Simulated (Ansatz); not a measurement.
The cell below belongs to a search over invented structures; it isn't taken from experiment.

Input and command of a plane-wave DFT calculation in Ansatz:

```yaml
crystal:
  lattice:
    - [4.1710371285, 2.4081494089, 2.8008214723]
    - [-4.1710371285, 2.4081494089, 2.8008214723]
    - [0.0, -4.8162988178, 2.8008214723]
  atoms:
    - { symbol: Zn, position: [0.8481562725, 0.2337245524, 0.8481562725] }
    - { symbol: Zn, position: [0.8481562725, 0.8481562725, 0.2337245524] }
    - { symbol: Zn, position: [0.2337245524, 0.8481562725, 0.8481562725] }
    - { symbol: In, position: [0.6175742386, 0.6175742386, 0.6175742386] }
    - { symbol: In, position: [0.3764278559, 0.9894867041, 0.3764278559] }
    - { symbol: In, position: [0.3764278559, 0.3764278559, 0.9894867041] }
    - { symbol: In, position: [0.9894867041, 0.3764278559, 0.3764278559] }
    - { symbol: O, position: [0.8802330581, 0.8802330581, 0.8802330581] }
basis:
  ecutwfc: 420
kpoints:
  mp_grid: { grid: [6, 6, 6] }
hamiltonian:
  xc: pbe
scf:
  occupations: { method: gaussian, width: 0.1 }
output:
  forces: true
  stress: true
  eigenvalues: true
relax:
  adjacent_minimum: "off"
  f_tol: 0.01
  max_steps: 80
  cell: { stress_tol: 0.05 }
```

```bash
ansatz run input.yaml --threads 1 --pin off --max-ram 2560MiB --backend cpu --events-out ev --progress --plain --runs-dir out
```

Processor: Intel(R) Xeon(R) 6975P-C (Granite Rapids), 1 thread, on a host shared with other jobs.

**Question.** How long does it run, and how much memory does it take?

**Answer.** About 98 s, peak memory 0.59 GiB. It solves 57 bands at 32 k points (after reduction by symmetry) with about 3333 plane waves (on the last cell), in 40 SCF iterations over 6 ionic steps.
